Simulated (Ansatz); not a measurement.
Relaxing a structure of P

The start is a generated trial cell of P in the diamond structure type. The structure is fully relaxed (lattice and positions, P = 0) with PBEsol (plane waves to 420 eV, PAW, scalar-relativistic; Ansatz, a quantum-chemistry and plane-wave program). First-step values are on the input's coarse k-mesh.

Ansatz input (later rounds restart from its end on a renewed k-mesh):
Ansatz 0.2 input:
```yaml
crystal:
  lattice:
    - [0, 2.471059, 2.471059]
    - [2.471059, 0, 2.471059]
    - [2.471059, 2.471059, 0]
  atoms:
    - { symbol: P, position: [0.25, 0.25, 0.25] }
    - { symbol: P, position: [0, 0, 0] }
basis: { ecutwfc: 420, ecutrho_ratio: 4, xc_grid: 2, fft_grid_basis: typed }
kpoints: { mp_grid: { grid: [8, 8, 8] } }
hamiltonian:
  xc: pbesol
  dispersion: none
  pseudopotentials: { kind: paw }
scf: { occupations: { method: fermi_dirac, width: 0.05 } }
relax: { f_tol: 0.01, max_steps: 100, cell: { stress_tol: 0.02 } }
output: { forces: true, stress: true }
```

Q: How much energy is released per atom?

A: 0.21 to 0.24 eV/atom (the two k-meshes of the run give this range).

Q: How does the volume per atom move from start to end?

A: +28.6 %, from 15.09 to 19.40 Å³/atom.

Q: How do the shortest distances between atoms change?

A: The closest pairs of elements (up to four, under 3.6 Å), start → end: P–P 2.14 → 2.33 Å.

Q: What band gap does the relaxed structure have at this level?

A: No gap (metallic).

Q: Write out the relaxed structure.

A: 
```cif
data_P8
_chemical_formula_sum 'P8'
_space_group_name_H-M_alt 'Fd-3m :1'
_space_group_IT_number 227
_space_group_name_Hall 'F 4d 2 3 -1d'
_cell_length_a 5.37408
_cell_length_b 5.37408
_cell_length_c 5.37408
_cell_angle_alpha 90.000
_cell_angle_beta 90.000
_cell_angle_gamma 90.000
loop_
_atom_site_label
_atom_site_type_symbol
_atom_site_symmetry_multiplicity
_atom_site_Wyckoff_symbol
_atom_site_fract_x
_atom_site_fract_y
_atom_site_fract_z
_atom_site_occupancy
P1 P 8 a 0.00000 0.00000 0.00000 1
```
(The calculation used a cell of 2 atoms; values per cell refer to that cell.)

The space group stays Fd-3m (No. 227) (the run could not lower it); the end is diamond type, with 2 atoms in the primitive cell. Final values are on a 15×15×15 k-mesh of the relaxed cell. No spin polarisation in the result.

The run could not lose the symmetry of its start: the end is stationary, and may be a saddle point rather than a minimum.

All atoms sit on sites fixed by symmetry, so only the cell could relax.

The relaxed structure here is a generated cell of P: the first start was made by placing the elements on the sites of a structure type, and the end was not matched to a known phase here, so it may be hypothetical. Known forms of P include space group No. 64.
